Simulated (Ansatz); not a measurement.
**Sn3Se2S (Cmcm) at 2 levels of theory**

One geometry, relaxed with PBE; plane waves with PAW potentials in Ansatz, scalar-relativistic. No spin polarisation. Gaps are the least over mesh and band path; pressure is positive in compression.

```
Sn Se S
1.0
     2.11628   -5.99169    0.00000
     2.11628    5.99169    0.00000
     0.00000    0.00000   12.72812
Sn Se S
6 4 2
Direct
  0.36787 0.63213 0.40897
  0.37572 0.62428 0.75000
  0.36787 0.63213 0.09103
  0.63213 0.36787 0.59103
  0.63213 0.36787 0.90897
  0.62428 0.37572 0.25000
  0.13956 0.86044 0.41943
  0.13956 0.86044 0.08057
  0.86044 0.13956 0.58057
  0.86044 0.13956 0.91943
  0.15878 0.84122 0.75000
  0.84122 0.15878 0.25000
```

```tsv
level	cutoff (eV)	k mesh	gap (eV)	pressure (GPa)
PBE	420	10×10×4	0.26	0.0
```

What comes out on the same cell with LDA?

```
level  cutoff (eV)   k mesh  gap (eV)  pressure (GPa)
  LDA          420  10×10×4      0.23            -4.2
```

The cell holds layers, chains or molecules and no dispersion correction was added, so their binding is poorly described.

It was reached by relaxing an invented guess, and it needn't be the stable form of this composition.
